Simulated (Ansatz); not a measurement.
Start of a relaxation of Si₂C₃:

```cif
data_structure
_symmetry_space_group_name_H-M 'P6_3/mmc'
_symmetry_Int_Tables_number 194
_cell_length_a 2.6360
_cell_length_b 2.6360
_cell_length_c 22.8784
_cell_angle_alpha 90.000
_cell_angle_beta 90.000
_cell_angle_gamma 120.000
_cell_volume 137.67
loop_
_atom_site_label
_atom_site_type_symbol
_atom_site_symmetry_multiplicity
_atom_site_Wyckoff_symbol
_atom_site_fract_x
_atom_site_fract_y
_atom_site_fract_z
_atom_site_occupancy
Si1 Si 4 f 0.66667 0.33333 0.15000 1
C1 C 2 c 0.66667 0.33333 0.75000 1
C2 C 4 f 0.66667 0.33333 0.95000 1
```

These are results of DFT PBE, scalar-relativistic, plane waves, PAW (Ansatz 0.2.0), not measurements. Cutoff 420 eV, Gaussian smearing, Γ-centred meshes. Cell and atoms relax first on a coarse mesh and then on a finer one. In between, the cell is made exact in the group found at 0.06 Å. In metals the finer mesh still leaves noise of several meV/atom or more. The steps can't lower the symmetry of their start. No spin polarisation in the relaxation; trial moments died out in a coarse test.

A guess keeps its type if space group and coordination stay and the shape of the cell changes little (axis ratios within about 15 %, angles within 6°); the volume may change.

Problem. Does this structure survive the relaxation?

Solution. It doesn't keep its type. The symmetry stays P6_3/mmc (No. 194). The volume per atom grows by 0.6 %, from 13.8 to 13.9 Å³. The shortest distance goes from 2.64 Å (C–C and Si–Si) to 1.52 Å (C–C). The ratio c/a of the conventional cell changes by a factor of 1.02. Counting neighbours within 15 % of an atom's shortest distance, the start has C 12, Si 12 and the end C 3/6, Si 3. In detail, at the end around Si lie 3 C at 1.96 Å and 1 Si at 2.48 Å; C on a site of symmetry -6m2 is surrounded by 6 Si at 1.96 Å; C on a site of symmetry 3m is surrounded by 3 C at 1.52 Å.

```
CELL_PARAMETERS angstrom
2.62716 0.00000 0.00000
-1.31358 2.27519 0.00000
0.00000 0.00000 23.17853
ATOMIC_POSITIONS crystal
Si 0.66667 0.33333 0.19659
Si 0.66667 0.33333 0.30341
Si 0.33333 0.66667 0.69659
Si 0.33333 0.66667 0.80341
C 0.66667 0.33333 0.75000
C 0.66667 0.33333 0.00000
C 0.66667 0.33333 0.50000
C 0.33333 0.66667 0.00000
C 0.33333 0.66667 0.25000
C 0.33333 0.66667 0.50000
```

Formation energies are uncorrected and refer to the elements' standard structures at the same level.

Problem. At what energy does it end?

Solution. +0.73 eV/atom. A positive value: parting into the elements would lower its energy.

The last run used an 18×18×2 mesh (in the run's order of axes) for its 10-atom cell and Gaussian smearing of 0.10 eV. No dispersion correction is applied, so the spacing and binding between layers, chains or molecules are poorly described. The reference form of C is held partly by dispersion forces, which this level lacks. Symmetry constrained the relaxation, so the result can be a saddle point. Another cell of Si2C3 relaxed alike, in P-6m2, lies 39 meV/atom lower, so this cell isn't the stable form at this level.

In counts of neighbours, a slash parts the counts of unlike sites.
